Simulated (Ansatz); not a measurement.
System: HgTe (zinc blende type), 2 atoms in the cell.

Computed with PBE with spin–orbit coupling, plane waves, PAW datasets (earlier set, tuned by hand) in Ansatz 0.2.0 development build.

Cutoff 690 eV; k-mesh 6×6×6 Γ-centred; Fermi–Dirac smearing of 0.02 eV.

```
Hg Te
1.0
     0.00000    3.33000    3.33000
     3.33000    0.00000    3.33000
     3.33000    3.33000    0.00000
Hg Te
1 1
Direct
  0.00000 0.00000 0.00000
  0.25000 0.25000 0.25000
```

(1) Is the cell under compression or tension, and by how much?

Results:

(1) The pressure is -0.42 GPa, so at these settings the cell is stretched and would shrink.

The stress includes the program's correction for the finite plane-wave basis.

The k-mesh is modest, so these values aren't fully converged in k.
